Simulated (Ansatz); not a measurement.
Ta (bcc (W type), Im-3m) under volume change, the program Ansatz at the PBE level (PAW), scaled uniformly.

```csv
V (Å³/atom),E − E(relaxed) (meV/atom),P (GPa)
16.635,106.0,22.34
17.183,44.6,13.73
17.732,10.6,6.34
18.280,0.0,0.00
18.829,9.5,-5.44
19.377,36.4,-10.15
19.925,78.3,-14.23
```

What does a third-order Birch–Murnaghan fit give for V₀, B₀ and B′?

V₀ = 18.28 Å³/atom, B₀ = 196 GPa, B′ = 4.0.

The PBE relaxation kept the symmetry of its start. The run is not spin-polarised. Scalar-relativistic: spin–orbit coupling is off unless named, which matters more the heavier the elements.

Potentials: the later of the program's two PAW sets.
